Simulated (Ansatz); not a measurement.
Polymorphs of Bi2Pd, each relaxed with plane-wave PAW PBEsol (Ansatz code):

A: MoSi2 or CaC2 type (I4/mmm)
a = b = 3.361 Å, c = 12.812 Å, α = β = γ = 90.00°

```
atom  site  symmetry       x       y       z
----  ----  --------  ------  ------  ------
Pd      2a     4/mmm  0.0000  0.0000  0.0000
Bi      4e       4mm  0.0000  0.0000  0.3634
```

B: C2/m
a = 12.709 Å, b = 4.259 Å, c = 5.646 Å, α = 90.00°, β = 102.99°, γ = 90.00°

| atom | site | symmetry | x | y | z |
|---|---|---|---|---|---|
| Bi | 4i | m | 0.1569 | 0.0000 | 0.3148 |
| Bi | 4i | m | 0.4266 | 0.0000 | 0.2075 |
| Pd | 4i | m | 0.2760 | 0.5000 | 0.1685 |

Task: Put the candidates in order of energy per atom at 0 K, lowest first, for PBEsol.

Result: B (+0 meV/atom), A (+32 meV/atom)

Standing as an ambient phase not checked: A; B. All cells were relaxed under the symmetry of their starts (and spin orders); stability against distortions was not tested throughout. Rows with no word on spin ran without spin polarisation. Scalar-relativistic: spin–orbit coupling is off unless named, which matters more the heavier the elements.

Energies hold the estimated change up to a 700 eV cutoff; steps of a few meV lie near the error of the meshes.

Potentials: the later of the program's two PAW sets.
